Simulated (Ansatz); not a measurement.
Relaxed-ion elastic tensor of ZrIr (L1₀ or tetragonal B2, P4/mmm) in GPa (Voigt order), LDA (plane waves, PAW; program Ansatz); density 13.90 g/cm³, 16.93 Å³ per atom.

```
 275   172   192   0.0   0.0   0.0
 172   275   192   0.0   0.0   0.0
 192   192   334   0.0   0.0   0.0
 0.0   0.0   0.0  56.4   0.0   0.0
 0.0   0.0   0.0   0.0  56.4   0.0
 0.0   0.0   0.0   0.0   0.0  51.0
```

Task: Is the crystal mechanically stable?

Result: Yes: the smallest eigenvalue of C is 51.0 GPa.

Task: Work out the Voigt, Reuss and Hill averages.

Result: K_V = 222, K_R = 218, K_H = 220; G_V = 54.7, G_R = 54.4, G_H = 54.5 GPa.

Task: Give Young's modulus, Poisson's ratio, Pugh's ratio and the universal anisotropy index.

Result: E = 9KG/(3K + G) = 151 GPa; ν = 0.39; K/G = 4.03 (ductile by the Pugh limit of 1.75); A_U = 5G_V/G_R + K_V/K_R − 6 = 0.05.

Task: Estimate the sound speeds and the Debye temperature.

Result: v_l = √((K + 4G/3)/ρ) = 4590 m/s, v_t = √(G/ρ) = 1980 m/s, mean 2240 m/s; Θ = (h/k)(3n/4πV)^(1/3) v_m = 259 K.

Task: How much does each axis shrink under pressure?

Result: Linear compressibilities β_i = Σ_j S_ij (j = 1 to 3): x 1.9, y 1.9, z 0.84 per TPa.

The workflow started from a Materials Project entry (that database holds measured and hypothetical structures alike); the Crystallography Open Database copy checked does not list it. COD files the formula under space group No. 221, so this cell is another polymorph or a model. With Zr and Ir taken as one species the cell has the higher symmetry I4/mmm, so it may be an ordered model of a mixed-site phase. Whether it is the stable phase at ambient conditions was not checked. The cell was relaxed with LDA under the symmetry of its start; of distortions, only those at the zone centre were tested. The run is not spin-polarised. As this level gives no gap, shear constants depend on the k-mesh and smearing (Fermi–Dirac, 0.1 eV here). On the denser mesh and wider smearing of the elastic run this cell carries a stress of 0.4 GPa. Spin–orbit coupling is left out wherever it is not named.

Potentials: the later of the program's two PAW sets.
